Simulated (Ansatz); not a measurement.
Theory: DFT PBE, scalar-relativistic, plane waves, PAW, and for the lanthanide a 4f-in-core norm-conserving potential (Ansatz 0.2.0). Cutoff 630 eV, Γ-centred meshes of about 0.25 Å⁻¹ or finer for metals and 0.3 Å⁻¹ for insulators (2π included), Gaussian smearing. No spin polarisation.

A search over trial structures of Dy₅C gave this relaxed cell.

```
Dy C
1.0
    -2.51631    4.11378    4.13703
     2.51631   -4.11378    4.13703
     2.51631    4.11378   -4.13703
Dy C
5 1
Direct
  0.71092 0.00000 0.71092
  0.28908 0.00000 0.28908
  0.71180 0.71180 0.00000
  0.28820 0.28820 0.00000
  0.00000 0.50000 0.50000
  0.00000 0.00000 0.00000
```

Wave vectors count in units of this cell's reciprocal vectors.

**Question.** Is this structure dynamically stable?

**Answer.** No. The phonons at Γ go imaginary, to 42i cm⁻¹ at q = (0.00, 0.00, 0.00). (Phonon run: 8×8×8 k mesh, Gaussian smearing of 0.10 eV.) With atoms moved at random and symmetry off, it falls by 107 meV/atom into I4/m (No. 87). Conventional cell: a = 8.113 Å, c = 5.008 Å. Dy on a site of symmetry m is surrounded by 1 C at 2.41 Å and 12 Dy at 3.41–3.79 Å; Dy on a site of symmetry 4/m is surrounded by 2 C at 2.50 Å, 8 Dy at 3.48 Å and 4 Dy at 3.79 Å; around C lie 6 Dy at 2.41–2.50 Å.

```cif
data_structure
_symmetry_space_group_name_H-M 'P 1'
_symmetry_Int_Tables_number 1
_cell_length_a 6.2593
_cell_length_b 6.2593
_cell_length_c 6.2593
_cell_angle_alpha 99.209
_cell_angle_beta 99.209
_cell_angle_gamma 132.837
_cell_volume 164.81
loop_
_atom_site_label
_atom_site_type_symbol
_atom_site_fract_x
_atom_site_fract_y
_atom_site_fract_z
_atom_site_occupancy
Dy1 Dy 0.91533 0.28527 0.20059 1
Dy2 Dy 0.08468 0.71473 0.79941 1
Dy3 Dy 0.28527 0.08468 0.36994 1
Dy4 Dy 0.71473 0.91533 0.63006 1
Dy5 Dy 0.50000 0.50000 0.00000 1
C1 C 0.00000 0.00000 0.00000 1
```

Phonons of metals hang on the k mesh and the smearing.

The lanthanide is trivalent by construction, without f bands, f moments or other valences.
